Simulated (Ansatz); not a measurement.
Cu3Sn in space group Fm-3m (No. 225; Cu on 4b, Cu on 8c, Sn on 4a), DFT-LDA in the program Ansatz with PAW potentials, all energies at zero smearing, with the estimated change up to a 700 eV cutoff added, with one set of potentials and settings (totals compare only within such a set). Cell of 4 atoms (3 Cu, 1 Sn): -25546.437 eV.

| element | reference phase | E (eV/atom) |
|---|---|---|
| Cu | Fm-3m, 1 atoms in the cell | -6555.7242 |
| Sn | I4_1/amd, 2 atoms in the cell | -5879.5359 |

Formation energy per atom, worked out: (-25546.437 − 3×(-6555.7242) − 1×(-5879.5359))/4 = 0.068 eV/atom (7 kJ per mol of atoms), at 0 K, without zero-point energy or fitted corrections.

The first step of the workflow began from a Materials Project structure, measured or hypothetical; the Crystallography Open Database copy checked does not list it. COD files the formula under space group No. 59, 63. With Cu and Sn taken as one species the cell has the higher symmetry Im-3m, so it may be an ordered model of a mixed-site phase. Its standing as an ambient phase is unchecked. The LDA relaxation kept the symmetry of its start. At this level the phase is mechanically unstable. No spin polarisation was allowed. The references are the lowest solids computed at this level, not always the standard phases. Spin–orbit coupling is left out wherever it is not named.

Potentials: the later of the program's two PAW sets.
